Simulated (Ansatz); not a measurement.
# How the vibrations of AlNi change with volume

All numbers below come from DFT LDA, scalar-relativistic, plane waves, PAW in Ansatz 0.2.0. Settings: 420 eV plane-wave cutoff, Γ-centred 16×16×14 mesh, Fermi-Dirac smearing of 0.15 eV. No spin polarisation. Phonons by linear response, acoustic sum rule imposed.

Equilibrium structure at this level:
```
Al Ni
1.0
     2.00287   -2.00286    0.00000
     2.00287    2.00286    0.00000
     0.00000    0.00000    2.83513
Al Ni
1 1
Direct
  0.00000 0.00000 0.00000
  0.50000 0.50000 0.50000
```

In a metal, frequencies depend on the k mesh and the smearing, soft modes most. Spin polarisation was left out, and a magnetic state may lie lower.

Cells at 0.98 and 1.02 times the equilibrium volume were relaxed in shape and atoms; γ = −d ln ν / d ln V, modes matched by rank.

Problem. Give the optical frequencies at Γ (cm⁻¹) at the three volumes and the mode Grüneisen parameters.

Solution.
```
0.98 V    V  1.02 V     γ  degeneracy
   320  307     295  2.01           2
   320  307     295  2.02           1
```

Problem. What pressures hold the two strained cells, and what bulk modulus follows?

Solution. 3.91 GPa at 0.98 V and -3.51 GPa at 1.02 V, so B = −dP/d ln V ≈ 185 GPa.